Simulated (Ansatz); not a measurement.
What a change of settings does: bcc V (100), 1 layer

First run: DFT, PBE, all-electron LAPW, scalar-relativistic (Ansatz 0.2.0).

Command: `ansatz run input.yaml --threads 1 --pin off --max-ram 3584MiB --backend cpu --events-out ev --progress --plain --runs-dir out` It took 7.7 s on 1 thread of Arm Neoverse V2, on a shared host, peak memory 0.31 GiB.

```yaml
crystal:
  lattice:
    - [2.9970992482, 0.0, 0.0]
    - [0.0, 2.9970992482, 0.0]
    - [0.0, 0.0, 16.0]
  atoms:
    - { symbol: V, position: [0.0, 0.0, 0.5] }
kpoints:
  mp_grid: { grid: [11, 11, 1] }
scf:
  occupations: { method: fermi_dirac, width: 0.05 }
hamiltonian:
  xc: pbe
  pseudopotentials: { kind: all_electron, lapw: { basis_error: 0.001 } }
output:
  forces: true
  stress: true
  eigenvalues: true
  populations: true
  dos: { projected: true, de: 0.2, e_range: [-14, 8] }
efield:
  axis: 3
  amplitude: 0
  dipole_correction: true
```

The slab is cut from a bulk crystal relaxed on PAW files (its atoms may have been relaxed since).

It converges in 9 SCF iterations, work function 4.16 eV.

A second input differs as follows:

```diff
   occupations: { method: fermi_dirac, width: 0.05 }
+  max_iter: 75
 hamiltonian:
   populations: true
-  dos: { projected: true, de: 0.2, e_range: [-14, 8] }
 efield:
   dipole_correction: true
+ENCUT: 400
```

**Question.** What is wrong with it, and what does the program do?

**Answer.** The change was made to test a keyword of another program. The run is refused before any iteration. The log ends:
```
Error: YAML parse error: error: line 25 column 1: unknown field `ENCUT`, expected one of crystal, accuracy, basis, kpoints, hamiltonian, magnetization, projection, total_charge, correlation, batch, efield, external_charges, scf, relax, neb, saddle, md, ramp, phonons, dielectric, real_time, elastic, magnetic_configurations, gw, evaluate, workflow, output, checkpoint, execution
  --> <input>:25:1
   |
23 |   amplitude: 0
24 |   dipole_correction: true
25 | ENCUT: 400
   | ^ unknown field `ENCUT`, expected one of crystal, accuracy, basis, kpoints, hamiltonian, magnetization, projection, total_charge, correlation, batch, efield, external_charges, scf, relax, neb, saddle, md, ramp, phonons, dielectric, real_time, elastic, magnetic_configurations, gw, evaluate, workflow, output, checkpoint, execution
```
